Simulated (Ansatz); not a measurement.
Ansatz input

```yaml
crystal:
  lattice:
    - [0.0, 2.4857320245, 2.4857320245]
    - [2.4857320245, 0.0, 2.4857320245]
    - [2.4857320245, 2.4857320245, 0.0]
  atoms:
    - { symbol: Be, position: [0.125, 0.125, 0.125] }
    - { symbol: Be, position: [0.875, 0.875, 0.875] }
hamiltonian:
  xc: blyp
  pseudopotentials:
    kind: paw
    azcp:
      Be: "pseudopotentials/Be.paw.azcp"
basis:
  ecutwfc: 420
  fft_grid_basis: typed
kpoints:
  mp_grid: { grid: [18, 18, 18], shift: [0, 0, 0] }
magnetization:
  spin_polarized: false
scf:
  occupations: { method: fermi_dirac, width: 0.1 }
```

and its output:

```
Engine: ansatz 0.2.0, aarch64-unknown-linux-gnu
Pseudopotentials: kind: paw
Pseudopotential: Be, paw, valence charge 2, recommended cutoff 420 eV (normal) 
Functional definition: BLYP
  parameter beta = 0.0042
  parameter a = 0.04918
  parameter b = 0.132
  parameter c = 0.2533
  parameter d = 0.349
  exchange = b88_x(beta = beta)
  correlation = lyp_c(a = a, b = b, c = c, d = d)
Crystal: 2 atoms, lattice volume = 30.718 Å³
Basis set: ecut = 420 eV, 609 PW (Γ), exchange–correlation on 48×48×48 points (8 copies of the dense FFT grid, shifted against one another)
Bands: 6, of which v1, the nominal top of the filled ones, is band 2 counted from 1 (1 counted from 0)
Symmetry: 48 space group operations
Space group: Fd-3m (ITA 227), of the structure as read, at distance tolerance 3.1e-5 Å
k-points: 195 of 5832
Non-local potential: Be, projectors of the file, l = 0: 2, l = 1: 2, l = 2: 1
PAW form: soft (Blöchl's): semilocal exchange-correlation on the pseudo side does not see the compensation charge
PAW frozen core: Be, regenerated for the run's functional, and the local potential with it (the file was generated under x = pbe(κ = 0.804, μ = 0.2195149727645171), c = pbe(β = 0.06672455060314922))
PAW one-centre angular grid: Be, 110 points (default); XC on 64 Gauss nodes
Initial density: superposition of atomic densities (neutral atoms: chi_scale 0, normalization atom), corrected by the library's trained network
Initial wavefunctions: pseudopotential atomic-orbital guess
Functional: x = b88, c = lyp
SCF iter   1: F=—  HF=-182.964267 eV  |F-HF|=—  |Δ(HF+E_count)|=         —  Δρ=6.54e-3  dr2=1.96e-2  ethr=1.77e-3  ⟨swp⟩=5.4  Hψ=10845  notcnv=0
SCF iter   2: F=—  HF=-182.959965 eV  |F-HF|=—  |Δ(HF+E_count)|=   4.30e-3  Δρ=2.88e-3  dr2=3.62e-3  ethr=4.90e-4  ⟨swp⟩=1.0  Hψ=2730  notcnv=0
SCF iter   3: F=—  HF=-182.959241 eV  |F-HF|=—  |Δ(HF+E_count)|=   7.24e-4  Δρ=1.40e-4  dr2=2.86e-6  ethr=9.06e-5  ⟨swp⟩=2.0  Hψ=1543  notcnv=0
SCF iter   4: F=—  HF=-182.959236 eV  |F-HF|=—  |Δ(HF+E_count)|=   5.39e-6  Δρ=1.91e-5  dr2=5.46e-8  ethr=7.15e-8  ⟨swp⟩=2.0  Hψ=1609  notcnv=0
iter 5 did not close the SCF: its close was put off for the readings that it lacked (scf_convergence_deferred on its scf_iter line)
SCF iter   5: F=-182.959236 eV  HF=-182.959236 eV  |F-HF|=3.79e-10  |Δ(HF+E_count)|=   2.75e-7  Δρ=6.26e-7  dr2=8.54e-11  ethr=1.37e-9  ⟨swp⟩=2.0  Hψ=1599  notcnv=0
SCF iter   6: F=-182.959236 eV  HF=-182.959236 eV  |F-HF|=1.76e-12  |Δ(HF+E_count)|=  4.60e-10  Δρ=4.85e-8  dr2=4.02e-13  ethr=2.14e-12  ⟨swp⟩=1.0  Hψ=3369  notcnv=0
SCF 1 converged in 6 iterations: F = -182.959236 eV  dr2 = 4.02e-13
SCF converged after 6 iterations
Free energy (F): -182.959236 eV
Harris-Foulkes:  -182.959236 eV  (|F-HF|=1.76e-12)
Internal energy: -182.926207 eV  (E = F + TS)
E sigma→0 (E₀):  -182.942721 eV
Entropy (-TS):   -0.033029 eV (-16.515 meV/atom)
Fermi energy:    2.524385 eV
--- Per-component energies (eV) ---
  E_band       = -0.720763
  E_kinetic    = 32.010979
  E_local      = -11.716034  (includes V_loc(G=0)·N_el)
  E_nonlocal   = 12.297965
  E_hartree    = 1.972468
  E_xc         = -33.671504
  E_vxc        = -33.792677  (∫ρ·V_xc dr)
  E_paw        = -121.409355  (= ΣΔE_a)
  E_vpaw       = -3.465931  (= ΣTr[D̂ρ^β])
  E_aug_tail   = -0.000001  (compensation charges beyond the density's cutoff)
  E_ewald      = -62.410575
  E_core_change = -0.000150  (= ΣΔE_core)
  E_smearing   = -0.033029  (= −TS)
  E_closure    = 0.000000  (closes the sum)
  Σ components = -182.959236   (vs F -182.959236, Δ=0.00e0)
```
